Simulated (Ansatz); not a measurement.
Relaxed-ion elastic tensor of Y (fcc (Cu type), space group No. 225) in GPa (Voigt order), DFT-LDA in the program Ansatz with PAW potentials; density 5.01 g/cm³, 29.45 Å³ per atom.

|  | 1 | 2 | 3 | 4 | 5 | 6 |
|---|---|---|---|---|---|---|
| 1 | 65.7 | 34.8 | 34.8 | 0.0 | 0.0 | 0.0 |
| 2 | 34.8 | 65.7 | 34.8 | 0.0 | 0.0 | 0.0 |
| 3 | 34.8 | 34.8 | 65.7 | 0.0 | 0.0 | 0.0 |
| 4 | 0.0 | 0.0 | 0.0 | 35.8 | 0.0 | 0.0 |
| 5 | 0.0 | 0.0 | 0.0 | 0.0 | 35.8 | 0.0 |
| 6 | 0.0 | 0.0 | 0.0 | 0.0 | 0.0 | 35.8 |

Question: Is the crystal mechanically stable?

Answer: Yes: the smallest eigenvalue of C is 30.9 GPa.

Question: Work out the Voigt, Reuss and Hill averages.

Answer: K_V = 45.1, K_R = 45.1, K_H = 45.1; G_V = 27.7, G_R = 23.4, G_H = 25.5 GPa.

Question: Give Young's modulus, Poisson's ratio, Pugh's ratio and the universal anisotropy index.

Answer: E = 9KG/(3K + G) = 64.5 GPa; ν = 0.26; K/G = 1.76 (near the Pugh limit of 1.75, no verdict); A_U = 5G_V/G_R + K_V/K_R − 6 = 0.90.

Question: Estimate the sound speeds and the Debye temperature.

Answer: v_l = √((K + 4G/3)/ρ) = 3970 m/s, v_t = √(G/ρ) = 2260 m/s, mean 2510 m/s; Θ = (h/k)(3n/4πV)^(1/3) v_m = 242 K.

Question: Give the Zener ratio and Young's modulus along [100], [110] and [111].

Answer: A = 2C44/(C11 − C12) = 2.32; 1/E = S11 − 2(S11 − S12 − S44/2)Γ with Γ = 0, 1/4, 1/3 gives 41.6, 67.4, 84.9 GPa.

Question: Solve the Christoffel equation for the three sound speeds along [100], [110], [111].

Answer: Eigenvalues of C_ijkl n_j n_l equal ρv². In km/s, slowest first: [100] 2.67, 2.67, 3.62; [110] 1.75, 2.67, 4.14; [111] 2.11, 2.11, 4.30.

Space group Fm-3m (fcc (Cu type)). The workflow started from an entry of the Crystallography Open Database (COD), which files this formula under 2 space groups. It is not the phase usual at ambient conditions (space group No. 194). Symmetry was held in the LDA relaxation; whether a distortion lowers the energy is not shown. The run is not spin-polarised. As this level gives no gap, shear constants depend on the k-mesh and smearing (Fermi–Dirac, 0.1 eV here).

Potentials: the later of the program's two PAW sets.
